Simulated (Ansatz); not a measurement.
# Sn$_{2}$Pt: zone-centre modes under pressure

Sn$_{2}$Pt, Fm-3m, a = 6.408 Å. The structure is a COD entry; whether it is the stable form wasn't checked. Ansatz: LDA, PAW, 420 eV, Γ-centred 12×12×12 mesh on 3 atoms, Fermi-Dirac smearing 0.15 eV; no spin polarisation. Cell and atoms are relaxed at each pressure with the symmetry kept; optical modes at Γ by linear response, in cm⁻¹, matched by rank (the highest 2 distinct ones).

| P (GPa) | V (Å³/atom) | ω1 | ω2 |
| --- | --- | --- | --- |
| 0 | 21.929 | 133.8 | 145.1 |
| 2 | 21.561 | ? | ? |
| 6 | 20.925 | 149.8 | 159.9 |

Task: Get each mode's Grüneisen parameter γ = −d ln ω/d ln V from the other rows and predict the missing frequencies.

Result: ln(V/V0) = 0.0000, -0.0169, -0.0469; a line through ln(ω/ω0) of the 2 known rows gives ω1: γ = 2.408, predicted 139.4, computed 139.5; ω2: γ = 2.071, predicted 150.3, computed 150.4. The worst miss is 0.1 %, or 3 % of the shift under pressure, so a constant γ serves at that level. In a metal these frequencies hang on the mesh and smearing.

Spin–orbit coupling is left out, which can shift energies with elements as heavy as these.